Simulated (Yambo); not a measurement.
Yambo run on B (space group R-3m, No. 166). The wavefunctions come from this Quantum ESPRESSO step (LDA, PseudoDojo standard norm-conserving files, scalar-relativistic):

```
&CONTROL
  calculation = 'nscf'
  pseudo_dir = './pseudo'
  outdir = './out'
/
&SYSTEM
  ibrav = 0
  nat = 12
  ntyp = 1
  ecutwfc = 76.0
  ecutrho = 304.0
  occupations = 'fixed'
  force_symmorphic = .true.
  nbnd = 128
/
&ELECTRONS
  conv_thr = 1.2000000000000002e-08
  diago_full_acc = .true.
  diago_thr_init = 1e-08
/
ATOMIC_SPECIES
B 10.8100 B.upf
CELL_PARAMETERS angstrom
  2.449194962000   1.414043370000   4.174720000000
 -2.449194962000   1.414043370000   4.174720000000
  0.000000000000  -2.828086741000   4.174720000000
ATOMIC_POSITIONS crystal
B   0.009970000000   0.654290000000   0.009970000000
B   0.990030000000   0.345710000000   0.990030000000
B   0.009970000000   0.009970000000   0.654290000000
B   0.990030000000   0.990030000000   0.345710000000
B   0.654290000000   0.009970000000   0.009970000000
B   0.345710000000   0.990030000000   0.990030000000
B   0.220560000000   0.631640000000   0.220560000000
B   0.779440000000   0.368360000000   0.779440000000
B   0.220560000000   0.220560000000   0.631640000000
B   0.779440000000   0.779440000000   0.368360000000
B   0.631640000000   0.220560000000   0.220560000000
B   0.368360000000   0.779440000000   0.779440000000
K_POINTS automatic
4 4 4 0 0 0
```

Yambo input:

```
rim_cut
gw0
dyson
el_el_corr
HF_and_locXC
ppa
em1d
RandQpts= 1000000
RandGvec= 1 Ry
EXXRLvcs= 76 Ry
VXCRLvcs= 304 Ry
Chimod= "HARTREE"
% BndsRnXp
 1 | 127 |
%
NGsBlkXp= 7 Ry
% LongDrXp
 1.0 | 1.0 | 1.0 |
%
PPAPntXp= 27.2114 eV
% GbndRnge
 1 | 127 |
%
GTermKind= "BG"
DysSolver= "n"
ExtendOut
% QPkrange
 1 | 1 | 18 | 19 |
 3 | 3 | 18 | 19 |
 7 | 7 | 18 | 19 |
 13 | 13 | 18 | 19 |
%
```

k points by index: 1 = Γ, 3 = L, 7 = F, 13 = Z.

Resulting energies as the program prints them:

```
#    K-point    Band    Eo [eV]    E [eV]    E-Eo [eV]    Vxc [eV]    Vnlxc [eV]    Sc|Eo [eV]    Sc|E [eV]    dSc/dw|Eo [eV]    Re(Z)    Im(Z)
#
    1    18    -0.353343    -0.519636    -0.166292    -13.55084    -14.88433    1.126971    1.167200    -6.580930    0.805252    -0.001090
    1    19    1.524333    1.868525    0.344192    -11.61904    -7.861824    -3.336520    -3.413024    -6.047096    0.818177    -0.001041
    3    18    -0.503388    -0.920317    -0.416930    -13.72202    -16.47741    2.232404    2.338468    -6.921099    0.797227    -0.001139
    3    19    2.009373    2.416092    0.406719    -12.57782    -8.508217    -3.566236    -3.662885    -6.465125    0.808021    -0.001089
    7    18    -1.826194    -2.265687    -0.439493    -13.15818    -15.91496    2.203020    2.317288    -7.073697    0.793678    -0.001151
    7    19    1.568216    1.948253    0.380037    -12.47832    -8.550788    -3.457800    -3.547499    -6.421477    0.809070    -0.001081
    13    18    0.000000    -0.145062    -0.145062    -13.64413    -14.75615    0.932160    0.966961    -6.526102    0.806561    -0.001075
    13    19    2.722553    3.215728    0.493174    -12.11508    -7.520512    -3.984703    -4.101390    -6.437200    0.808692    -0.001158
```
(The two width columns are left out.) Convergence of these settings isn't established.

Geometry of the Materials Project entry, not relaxed at this level.
